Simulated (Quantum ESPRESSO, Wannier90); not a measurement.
## Tight-binding from DFT: YN (rock salt)

Structure: Materials Project mp-2114, symmetrised, not relaxed again. COD (Crystallography Open Database) has an entry of this formula and space group (matched by these alone). Level: PBEsol, no spin polarisation, no spin-orbit coupling; pw.x of Quantum ESPRESSO at 68 Ry with PseudoDojo potentials, 12×12×12 k-points, Wannier90. Density: 12×12×12 mesh, cold smearing 0.01 Ry. The gap is small at this level and was sampled on the meshes and a path alone.

```
begin unit_cell_cart
ang
    0.0000000000    2.4483600000    2.4483600000
    2.4483600000    0.0000000000    2.4483600000
    2.4483600000    2.4483600000    0.0000000000
end unit_cell_cart
mp_grid = 12 12 12
```

Neighbour vectors b of the finite-difference formula (Å⁻¹), by shell:

```
shell       b_x       b_y       b_z
-----  --------  --------  --------
1       0.10693   0.10693  -0.10693
1       0.10693  -0.10693   0.10693
1      -0.10693   0.10693   0.10693
1       0.10693   0.10693   0.10693
1      -0.10693  -0.10693   0.10693
1      -0.10693   0.10693  -0.10693
1       0.10693  -0.10693  -0.10693
1      -0.10693  -0.10693  -0.10693
```

Problem. Find the weights w_b from the completeness condition Σ_b w_b b_α b_β = δ_αβ.

Solution. Shell 1: Σ b_x² = 0.091, Σ b_y² = 0.091, Σ b_z² = 0.091 Å⁻²
Each of the three diagonal sums, weighted, has to give 1 and the off-diagonal ones 0, which holds for w_1 = 10.9 Å². Check on xx: 10.93×0.091 = 0.99.

On this mesh the 4 functions of bands 5-8 (valence bands; start: SCDM (isolated), conv_tol = 1.0e-6) end with spreads 1.8138, 1.8193, 1.8134, 1.8084 Å², Ω_I = 6.3484 Å² and Ω_D = 0.0026 Å².

Ω_total is the sum of the spreads, 7.255 Å². Ω_OD = Ω_total − Ω_I − Ω_D = 0.904 Å². Only (Ω_D + Ω_OD)/Ω_total = 12.5 % depends on the gauge, and another start could lower the total by that share at most. The rms radius is √(Ω_total/4) = 1.35 Å.
